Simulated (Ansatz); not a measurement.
**Be3N2: Coordination and ¹⁴N quadrupole coupling**

Cell: an entry of the Crystallography Open Database (COD), ions relaxed with PBE at fixed cell.

Space group Ia-3 (No. 206); a = 8.1452 Å.

```
site  Wyckoff  site symmetry       x       y       z
  Be      48e              1  0.3862  0.1455  0.3800
 N25      24d            2..  0.4790  0.5000  0.7500
 N37       8b           .-3.  0.2500  0.2500  0.2500
```

One atom of each set is listed; the run and its k-mesh use a cell of 40 atoms with edges of 7.05, 7.05, 7.05 Å.

The numbers come from a DFT calculation in Ansatz (PBE, plane waves and PAW, scalar-relativistic, 420 eV cutoff, Γ-centred 5×5×5 k-points, Fermi–Dirac smearing 0.02 eV).

Q(¹⁴N) = 20.44 mb.

Problem. Order the N environments from the weakest to the strongest quadrupole coupling.
A. N25: 6 Be at 1.70–1.79 Å
B. N37: 6 Be at 1.75 Å

Solution. A (0.302 MHz, η = 0.37), B (0.623 MHz, η = 0.00).

An axis of threefold or higher order runs through N37, so V_zz lies along it and η is zero. Like point charges on the first shell alone (each adding as 1/d³) would give the same order.
